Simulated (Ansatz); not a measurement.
### Question
Name crystals whose computed values (PBEsol in the plane-wave PAW code Ansatz) fall in these windows: electron conductivity mass (mₑ) 0.15 to 0.19; G_Hill (GPa) 96 to 120; ε∞ 4.8 to 6.5.

### Answer


| crystal | electron conductivity mass (mₑ) | G_Hill (GPa) | ε∞ |
|---|---|---|---|
| GaN, wurtzite | 0.17 | 107 | 5.90 |
Others may fit too.

The cell was relaxed under the symmetry of its start. Spin–orbit coupling is left out wherever it is not named.

Potentials: the later of the program's two PAW sets.
